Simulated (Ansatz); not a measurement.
BaF2 in space group P6_3/mmc (No. 194; Ba on 2c, F on 2a, F on 2d), DFT-LDA in the program Ansatz with PAW potentials. The conduction-band minimum lies at K, with 2 equivalent valleys. Second derivatives d²E/dk² of the lowest band at one valley (eV·Å²), along Cartesian directions:

| direction | d²E/dk² |
|---|---|
| [100] | 12.88 |
| [010] | 12.88 |
| [001] | 14.69 |
| [110] | 12.88 |
| [101] | 13.78 |
| [011] | 13.78 |

Question: Find the principal effective masses, the density-of-states mass and the conductivity mass.

Answer: Off-diagonal terms follow from H_xy = H[110] − (H_xx + H_yy)/2, and m*/mₑ = 7.620 eV·Å² over each eigenvalue: 0.52, 0.59, 0.59. One valley's DOS mass (m₁m₂m₃)^(1/3) = 0.57, conductivity mass 3/(Σ 1/mᵢ) = 0.57 mₑ.

Question: What effective density of states Nc follows at 300 K for parabolic valleys?

Answer: Nc = 2.509e19 × 2 × (0.57)^(3/2) ≈ 2.2e19 cm⁻³.

The first step of the workflow began from a Materials Project structure, measured or hypothetical; the Crystallography Open Database copy checked does not list it. It is not the phase usual at ambient conditions (space group No. 225). Symmetry was held in the LDA relaxation; its stability against distortions is not shown here. Scalar-relativistic: spin–orbit coupling is off unless named, which matters more the heavier the elements.

Potentials: the later of the program's two PAW sets.

Edges and masses are those of Kohn–Sham bands, whose gap is no quasiparticle gap.
